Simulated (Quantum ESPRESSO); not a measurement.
## Al5Ta2Nb (input and log of a self-consistent run)

Computed values, not a measurement. The program is pw.x of Quantum ESPRESSO 7.5 (plane-wave density functional theory). The cell is made up: eight metal atoms on a face-centred cubic lattice, with elements, volume, strain and displacements drawn at random and not relaxed, so it may be unstable or far from any real phase. PseudoDojo standard norm-conserving files set the functional (PBE unless stated); there is no spin polarisation or spin-orbit coupling, the Fermi-Dirac width of 0.25 eV means electrons at about 2900 K, and the masses in the input are unused placeholders. Heavy elements are run without spin-orbit coupling, which real alloys of them have. A spin test at this wide smearing found no moment, but such smearing suppresses magnetism that the real alloy may have.

Input:

```
&control calculation='scf', pseudo_dir='./dojo.nc.sr.pbe.v0_5.standard.upf', outdir='./o', disk_io='minimal', tprnfor=.true., tstress=.true. /
&system ibrav=0, nat=8, ntyp=3, nbnd=39, ecutwfc=82.02448710, nosym=.true., tot_charge=0,
 occupations='smearing', smearing='fd', degauss=0.0183746611
/
&electrons conv_thr=1.470e-08, electron_maxstep=70, mixing_beta=0.5 /
ATOMIC_SPECIES
Al 1.0 Al.upf
Nb 1.0 Nb.upf
Ta 1.0 Ta.upf
CELL_PARAMETERS angstrom
-3.9674 -0.046 0.0092
-2.0251 -4.033 -1.9734
-2.0434 -3.9701 5.813
ATOMIC_POSITIONS angstrom
Al -0.0543 0.1318 -0.093
Ta -2.009 -3.9812 1.9878
Al -2.0576 -2.0747 0.0161
Ta -3.9778 -6.1298 1.9651
Al -3.9657 -4.0866 4.1082
Al -3.7731 -4.124 -0.1927
Al -3.9115 -2.2301 1.9772
Nb -6.1248 -6.0408 3.93
K_POINTS automatic
8 6 4 1 1 1
```

The log is shortened where brackets say so; the opening notice, blank lines, dates and the lines on written files are dropped, and the path of the files is cut. It prints rydbergs, bohrs and kilobars, and counts compression as positive stress. Its total energy is the free energy E - TS of the whole cell.

```
     Program PWSCF v.7.5
     Parallel version (MPI & OpenMP), running on       4 processor cores
     Number of MPI processes:                 4
     Threads/MPI process:                     1
     [start-up lines left out]
     bravais-lattice index     =            0
     lattice parameter (alat)  =       7.4978  a.u.
     unit-cell volume          =     832.5094 (a.u.)^3
     number of atoms/cell      =            8
     number of atomic types    =            3
     number of electrons       =        54.00
     number of Kohn-Sham states=           39
     kinetic-energy cutoff     =      82.0245  Ry
     charge density cutoff     =     328.0979  Ry
     scf convergence threshold =      1.5E-08
     mixing beta               =       0.5000
     number of iterations used =            8  plain     mixing
     Exchange-correlation= PBE
                           (   1   4   3   4   0   0   0)
     [axes and pseudopotential details left out]
   Cartesian axes
     site n.     atom                  positions (alat units)
         1        Al     tau(   1) = (  -0.0136856   0.0332184  -0.0234394  )
         2        Ta     tau(   2) = (  -0.5063416  -1.0034082   0.5009984  )
         3        Al     tau(   3) = (  -0.5185906  -0.5229004   0.0040578  )
         4        Ta     tau(   4) = (  -1.0025513  -1.5449341   0.4952772  )
         5        Al     tau(   5) = (  -0.9995016  -1.0299729   1.0354169  )
         6        Al     tau(   6) = (  -0.9509594  -1.0393990  -0.0485675  )
         7        Al     tau(   7) = (  -0.9858413  -0.5620669   0.4983268  )
         8        Nb     tau(   8) = (  -1.5436739  -1.5225028   0.9905039  )
     number of k points=    96  Fermi-Dirac smearing, width (Ry)=  0.0184
                       cart. coord. in units 2pi/alat
        k(    1) = (  -0.0617408  -0.0615428   0.0215839), wk =   0.0208333
        k(    2) = (  -0.0607125  -0.1246440   0.1494873), wk =   0.0208333
     [further k points left out]
     Dense  grid:    83591 G-vectors     FFT dimensions: (  45,  54,  80)
     Estimated max dynamical RAM per process >     271.71 MB
     Estimated total dynamical RAM >       1.00 GB
     Initial potential from superposition of free atoms
     starting charge      53.9836, renormalised to      54.0000
     Starting wfcs are   50 randomized atomic wfcs
     total cpu time spent up to now is        6.9 secs
     per-process dynamical memory:   226.7 Mb
     Self-consistent Calculation
     iteration #  1     ecut=    82.02 Ry     beta= 0.50
     Davidson diagonalization with overlap
     ethr =  1.00E-02,  avg # of iterations =  3.3
     Threshold (ethr) on eigenvalues was too large:
     Diagonalizing with lowered threshold
     Davidson diagonalization with overlap
     ethr =  7.52E-04,  avg # of iterations =  2.1
     total cpu time spent up to now is       33.3 secs
     total energy              =    -407.99865385 Ry
     estimated scf accuracy    <       0.42056948 Ry
     iteration #  2     ecut=    82.02 Ry     beta= 0.50
     Davidson diagonalization with overlap
     ethr =  7.79E-04,  avg # of iterations =  4.1
     total cpu time spent up to now is       48.6 secs
     total energy              =    -407.81813294 Ry
     estimated scf accuracy    <       2.75493305 Ry
     iteration #  3     ecut=    82.02 Ry     beta= 0.50
     Davidson diagonalization with overlap
     ethr =  7.79E-04,  avg # of iterations =  2.1
     total cpu time spent up to now is       62.2 secs
     total energy              =    -408.11462168 Ry
     estimated scf accuracy    <       0.27723408 Ry
     iteration #  4     ecut=    82.02 Ry     beta= 0.50
     Davidson diagonalization with overlap
     ethr =  5.13E-04,  avg # of iterations =  2.0
     total cpu time spent up to now is       74.3 secs
     total energy              =    -408.13726889 Ry
     estimated scf accuracy    <       0.11674185 Ry
     iteration #  5     ecut=    82.02 Ry     beta= 0.50
     Davidson diagonalization with overlap
     ethr =  2.16E-04,  avg # of iterations =  1.2
     total cpu time spent up to now is       85.2 secs
     total energy              =    -408.15083896 Ry
     estimated scf accuracy    <       0.01140405 Ry
     iteration #  6     ecut=    82.02 Ry     beta= 0.50
     Davidson diagonalization with overlap
     ethr =  2.11E-05,  avg # of iterations =  8.4
     total cpu time spent up to now is      101.1 secs
     total energy              =    -408.15250864 Ry
     estimated scf accuracy    <       0.00204772 Ry
     iteration #  7     ecut=    82.02 Ry     beta= 0.50
     Davidson diagonalization with overlap
     ethr =  3.79E-06,  avg # of iterations =  5.2
     total cpu time spent up to now is      116.4 secs
     total energy              =    -408.15290775 Ry
     estimated scf accuracy    <       0.00027210 Ry
     iteration #  8     ecut=    82.02 Ry     beta= 0.50
     Davidson diagonalization with overlap
     ethr =  5.04E-07,  avg # of iterations =  2.0
     total cpu time spent up to now is      129.7 secs
     total energy              =    -408.15294338 Ry
     estimated scf accuracy    <       0.00002081 Ry
     iteration #  9     ecut=    82.02 Ry     beta= 0.50
     Davidson diagonalization with overlap
     ethr =  3.85E-08,  avg # of iterations =  3.6
     total cpu time spent up to now is      142.9 secs
     total energy              =    -408.15294713 Ry
     estimated scf accuracy    <       0.00000072 Ry
     iteration # 10     ecut=    82.02 Ry     beta= 0.50
     Davidson diagonalization with overlap
     ethr =  1.34E-09,  avg # of iterations =  4.8
     total cpu time spent up to now is      160.0 secs
     total energy              =    -408.15294743 Ry
     estimated scf accuracy    <       0.00000010 Ry
     iteration # 11     ecut=    82.02 Ry     beta= 0.50
     Davidson diagonalization with overlap
     ethr =  1.92E-10,  avg # of iterations =  2.1
     total cpu time spent up to now is      173.5 secs
     End of self-consistent calculation
     [lines on levels left out]
!    total energy              =    -408.15294744 Ry
     estimated scf accuracy    <          1.0E-08 Ry
     smearing contrib. (-TS)   =      -0.06976473 Ry
     internal energy E=F+TS    =    -408.08318272 Ry
     The total energy is F=E-TS. E is the sum of the following terms:
     one-electron contribution =    -150.22289959 Ry
     hartree contribution      =      98.64713119 Ry
     xc contribution           =     -96.90412569 Ry
     ewald contribution        =    -259.60328863 Ry
     convergence has been achieved in  11 iterations
     Forces acting on atoms (cartesian axes, Ry/au):
     atom    1 type  1   force =     0.03512242   -0.07944442    0.07397467
     atom    2 type  3   force =     0.03413127   -0.06329896   -0.05590212
     atom    3 type  1   force =     0.01047590   -0.01499641    0.01024810
     atom    4 type  3   force =    -0.01328714    0.07773559   -0.05669660
     atom    5 type  1   force =    -0.03882545    0.01165152   -0.06329943
     atom    6 type  1   force =    -0.05359305   -0.00719688    0.06312259
     atom    7 type  1   force =    -0.02329079    0.04683142   -0.00058438
     atom    8 type  2   force =     0.04926685    0.02871814    0.02913717
     Total force =     0.224906     Total SCF correction =     0.000251
     Computing stress (Cartesian axis) and pressure
          total   stress  (Ry/bohr**3)                   (kbar)     P=      176.35
   0.00086741  -0.00013279   0.00006134          127.60      -19.53        9.02
  -0.00013279   0.00124224  -0.00008191          -19.53      182.74      -12.05
   0.00006134  -0.00008191   0.00148668            9.02      -12.05      218.70
     init_run     :      6.39s CPU      6.63s WALL (       1 calls)
     electrons    :    165.65s CPU    166.70s WALL (       1 calls)
     forces       :      2.68s CPU      2.70s WALL (       1 calls)
     stress       :      9.69s CPU      9.70s WALL (       1 calls)
     [timing details left out]
     PWSCF        :   3m 4.65s CPU   3m 6.02s WALL
     JOB DONE.
```

In other units: free energy -5553.204 eV for the cell, pressure 17.63 GPa, largest force component 2.043 eV/Å in size. The run took 188 s of wall time with four MPI processes on a shared machine (Intel Xeon, 2023 or later, virtual cores), so the time is rough. A rerun of this cell at a higher cutoff and on a denser mesh moved values by no more than 0.002 eV in energy, 0.02 GPa in stress and 0.003 eV/Å in force, and a second program with other atomic files agreed on that cell to 2 % rms in force and 0.5 GPa in pressure.